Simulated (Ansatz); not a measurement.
TaS2:
```xyz
12
Lattice="3.2827 0.0000 0.0000 -1.6414 2.8429 0.0000 0.0000 0.0000 22.7958" Properties=species:S:1:pos:R:3 pbc="T T T"
Ta     0.0000     0.0000     0.0000
S      0.0000     1.8953     1.5391
S      1.6414     0.9476    21.2567
Ta     0.0000     0.0000     5.6989
S      1.6414     0.9476     7.2427
S      1.6414     0.9476     4.1552
Ta     0.0000     0.0000    11.3979
S      1.6414     0.9476    12.9370
S      0.0000     1.8953     9.8588
Ta     0.0000     0.0000    17.0968
S      0.0000     1.8953    18.6406
S      0.0000     1.8953    15.5530
```

Relaxed with LDA.

Q: Which orbitals make up the states near the Fermi level in LDA (plane waves, PAW; program Ansatz)?

A: Within 0.5 eV of the Fermi level: Ta 5d 66 %, S 3p 28 %. Projections are on Löwdin-orthogonalised atomic valence shells; empty p or d shells of many metals are not among them.

Q: Tabulate the density of states.

A: States/eV per cell of 12 atoms, in 0.25 eV bins, energy from the Fermi level.

| E (eV) | total | S 3p | Ta 5d | S 3s |
|---|---|---|---|---|
| -7.85 | 0.00 | 0.00 | 0.00 | 0.00 |
| -7.60 | 0.00 | 0.00 | 0.00 | 0.00 |
| -7.35 | 0.00 | 0.00 | 0.00 | 0.00 |
| -7.10 | 0.36 | 0.21 | 0.10 | 0.01 |
| -6.85 | 1.87 | 1.09 | 0.50 | 0.05 |
| -6.60 | 2.37 | 1.40 | 0.61 | 0.10 |
| -6.35 | 2.84 | 1.71 | 0.71 | 0.12 |
| -6.10 | 5.97 | 3.80 | 1.35 | 0.24 |
| -5.85 | 7.23 | 4.71 | 1.70 | 0.26 |
| -5.60 | 7.81 | 5.19 | 1.93 | 0.21 |
| -5.35 | 13.20 | 9.40 | 2.80 | 0.31 |
| -5.10 | 5.34 | 3.54 | 1.40 | 0.20 |
| -4.85 | 6.04 | 4.13 | 1.33 | 0.24 |
| -4.60 | 7.08 | 4.28 | 1.79 | 0.49 |
| -4.35 | 5.02 | 3.13 | 1.37 | 0.23 |
| -4.10 | 12.65 | 7.94 | 3.33 | 0.73 |
| -3.85 | 17.38 | 10.89 | 5.15 | 0.76 |
| -3.60 | 11.24 | 6.79 | 3.70 | 0.45 |
| -3.35 | 7.31 | 5.05 | 1.75 | 0.28 |
| -3.10 | 11.08 | 7.91 | 2.57 | 0.32 |
| -2.85 | 11.35 | 8.31 | 2.47 | 0.26 |
| -2.60 | 9.25 | 6.74 | 2.05 | 0.20 |
| -2.35 | 7.46 | 5.23 | 1.90 | 0.12 |
| -2.10 | 9.43 | 6.88 | 2.17 | 0.13 |
| -1.85 | 10.97 | 8.33 | 2.17 | 0.20 |
| -1.60 | 7.39 | 5.54 | 1.55 | 0.14 |
| -1.35 | 5.68 | 4.47 | 0.96 | 0.13 |
| -1.10 | 3.51 | 2.76 | 0.60 | 0.07 |
| -0.85 | 2.37 | 1.52 | 0.72 | 0.07 |
| -0.60 | 2.97 | 1.62 | 1.18 | 0.08 |
| -0.35 | 6.26 | 1.89 | 3.91 | 0.12 |
| -0.10 | 6.99 | 1.88 | 4.67 | 0.13 |
| 0.15 | 5.83 | 1.60 | 3.89 | 0.11 |
| 0.40 | 5.24 | 1.38 | 3.60 | 0.09 |
| 0.65 | 3.18 | 0.95 | 2.08 | 0.04 |
| 0.90 | 2.14 | 0.77 | 1.26 | 0.03 |
| 1.15 | 3.53 | 1.36 | 2.01 | 0.04 |
| 1.40 | 3.83 | 1.34 | 2.28 | 0.07 |
| 1.65 | 3.78 | 1.17 | 2.39 | 0.06 |
| 1.90 | 3.17 | 0.80 | 2.18 | 0.03 |
| 2.15 | 3.15 | 0.62 | 2.32 | 0.03 |
| 2.40 | 3.20 | 0.47 | 2.50 | 0.02 |
| 2.65 | 3.79 | 0.38 | 3.11 | 0.02 |
| 2.90 | 4.75 | 0.76 | 3.51 | 0.05 |
| 3.15 | 14.14 | 3.54 | 9.33 | 0.19 |
| 3.40 | 10.57 | 2.90 | 6.56 | 0.28 |
| 3.65 | 8.31 | 1.90 | 5.41 | 0.22 |
| 3.90 | 12.67 | 3.44 | 7.12 | 0.50 |
| 4.15 | 12.94 | 3.76 | 6.95 | 0.47 |
| 4.40 | 10.39 | 3.17 | 5.28 | 0.37 |
| 4.65 | 5.06 | 1.54 | 2.38 | 0.16 |

Space group P6_3/mmc. The start of the workflow was typed in or built on a structure type; the Crystallography Open Database files this formula in space group No. 194, but the cells were not matched. It is not the phase usual at ambient conditions (space group No. 164). Symmetry was held in the LDA relaxation; its stability against distortions is not shown here. No spin polarisation was allowed. A crystal of weakly bound layers computed without a dispersion correction: the cell and the soft elastic constants depend strongly on that. Spin–orbit coupling is left out wherever it is not named.

Potentials: the earlier of the program's two PAW sets.
